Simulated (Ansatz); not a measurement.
SnO (litharge type, space group P4/nmm)

Space group P4/nmm, origin choice 1 (No. 129); a = b = 3.8362 Å, c = 4.7574 Å, α = β = γ = 90.00°

| atom | site | symmetry | x | y | z |
|---|---|---|---|---|---|
| Sn | 2c | 4mm | 0.5000 | 0.0000 | 0.2434 |
| O | 2a | -4m2 | 0.0000 | 0.0000 | 0.0000 |

Grid over V/V₀ and (c/a)/(c/a)₀, subscript 0 meaning the relaxed cell; the conventional c axis lies along z; no internal relaxation.

The numbers are results of PBE-D3(BJ) (plane waves to 420 eV, PAW, scalar-relativistic; Ansatz, an electronic-structure program), not measurements. k mesh 12×12×10 (Γ-centred), Fermi-Dirac smearing 0.05 eV. Stress and pressure are positive under compression. As the atoms are clamped, bonds stretch with the cell, which overstates energies and stresses. With partly filled bands, the response to shear is sensitive to the k mesh, so small differences along c/a are uncertain. At this level the bands of SnO touch or barely overlap; measurements give the solid a gap. SnO was relaxed with its symmetry unable to fall. The PAW data are Ansatz's earlier set. The last digit holds for this mesh only.

Changes of σzz (GPa) from the point V/V₀ = 1.000, (c/a)/(c/a)₀ = 1.000 when one coordinate moves alone (two changes are said to add if the coupling is within 5 % of the smaller one, nearly so within 20 %):

| point | change |
|---|---|
| V/V₀ = 1.000, (c/a)/(c/a)₀ = 0.880 | 3.27 |
| V/V₀ = 1.000, (c/a)/(c/a)₀ = 0.920 | 2.45 |
| V/V₀ = 1.000, (c/a)/(c/a)₀ = 0.960 | 1.34 |
| V/V₀ = 0.960, (c/a)/(c/a)₀ = 1.000 | 3.50 |
| V/V₀ = 0.973, (c/a)/(c/a)₀ = 1.000 | 2.25 |
| V/V₀ = 0.987, (c/a)/(c/a)₀ = 1.000 | 1.09 |
| V/V₀ = 1.013, (c/a)/(c/a)₀ = 1.000 | -1.01 |
| V/V₀ = 1.027, (c/a)/(c/a)₀ = 1.000 | -1.96 |
| V/V₀ = 1.040, (c/a)/(c/a)₀ = 1.000 | -2.84 |
| V/V₀ = 1.000, (c/a)/(c/a)₀ = 1.040 | -1.55 |
| V/V₀ = 1.000, (c/a)/(c/a)₀ = 1.080 | -3.31 |
| V/V₀ = 1.000, (c/a)/(c/a)₀ = 1.120 | -5.24 |

What is the change at V/V₀ = 0.987, (c/a)/(c/a)₀ = 0.960, where both move, and how far is it from the sum?

The sum of the single changes is 1.09 + (1.34) = 2.43; the calculation gives 2.40, so they add (within 5 % of the smaller single change).

Do the two effects add at V/V₀ = 0.960, (c/a)/(c/a)₀ = 0.920? Give the computed change.

The sum of the single changes is 3.50 + (2.45) = 5.95; the calculation gives 5.79, so the coupling contributes -0.16 (under 20 % of the smaller single change, nearly additive).

Do the two effects add at V/V₀ = 0.973, (c/a)/(c/a)₀ = 1.120? Give the computed change.

The sum of the single changes is 2.25 + (-5.24) = -2.99; the calculation gives -2.97, so they add (within 5 % of the smaller single change).

(A scan under strain: stresses follow from slopes of the energy per volume, elastic moduli from its curvatures.)
